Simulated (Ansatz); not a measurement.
FeNi₃ (Cu3Au type, space group No. 221) under volume change, r²SCAN (plane waves, PAW; program Ansatz), scaled uniformly.

```csv
V (Å³/atom),E − E(relaxed) (meV/atom),P (GPa)
9.873,69.8,24.97
10.199,29.2,15.25
10.524,6.9,6.97
10.850,0.0,0.00
11.175,6.1,-5.88
11.501,23.3,-10.82
11.826,49.5,-14.94
```

Q: What does a third-order Birch–Murnaghan fit give for V₀, B₀ and B′?

A: V₀ = 10.85 Å³/atom, B₀ = 212 GPa, B′ = 4.7.

Space group Pm-3m (Cu3Au type). Symmetry was held in the r²SCAN relaxation. Spin order of the final state: ferromagnetic, chosen from 5 collinear starts compared on coarse meshes (ties went to the first, and starts can fall back to one state), not a proven ground state. Textbook magnetic order: ferromagnetic. Other orbital occupations within this spin state were not tried.

Potentials: the later of the program's two PAW sets.
